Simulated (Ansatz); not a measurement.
ScAl:
```yaml
crystal:
  lattice:
    - [3.36965, 0.00000, 0.00000]
    - [0.00000, 3.36965, 0.00000]
    - [0.00000, 0.00000, 3.36965]
  atoms:
    - { symbol: Sc, position: [0.50000, 0.50000, 0.50000] }
    - { symbol: Al, position: [0.00000, 0.00000, 0.00000] }
```

Relaxed with r²SCAN. Special points in fractions of this cell's reciprocal vectors: Γ (0.000, 0.000, 0.000); X (0.000, 0.500, 0.000); M (0.500, 0.500, 0.000); R (0.500, 0.500, 0.500).

List the band energies nearest the Fermi level at these points for the program Ansatz at the r²SCAN level (PAW).

In eV from the Fermi level; about four levels below and three above (degenerate sets whole), none deeper than 8.9 eV; points with the same levels are listed once.

```json
[
 {"k": "Γ", "below": "-0.70 -0.70", "above": "2.95 2.95 2.95"},
 {"k": "X", "below": "-6.09 -4.91", "above": "0.34 0.90 0.90"},
 {"k": "M", "below": "-4.95 -2.16 -2.16 -0.86", "above": "1.70 1.70 3.91"},
 {"k": "R", "below": "-2.74 -2.74 -2.74 -0.29", "above": "2.91 2.91 2.91"}
]
```

Space group Pm-3m (CsCl type). The first step of the workflow began from a Materials Project structure, measured or hypothetical; the Crystallography Open Database copy checked does not list it. With Sc and Al taken as one species the cell has the higher symmetry Im-3m, so it may be an ordered model of a mixed-site phase. Whether it is the stable phase at ambient conditions was not checked. The cell was relaxed with r²SCAN under the symmetry of its start; its stability against distortions is not shown here. No spin polarisation was allowed.

Potentials: the later of the program's two PAW sets.
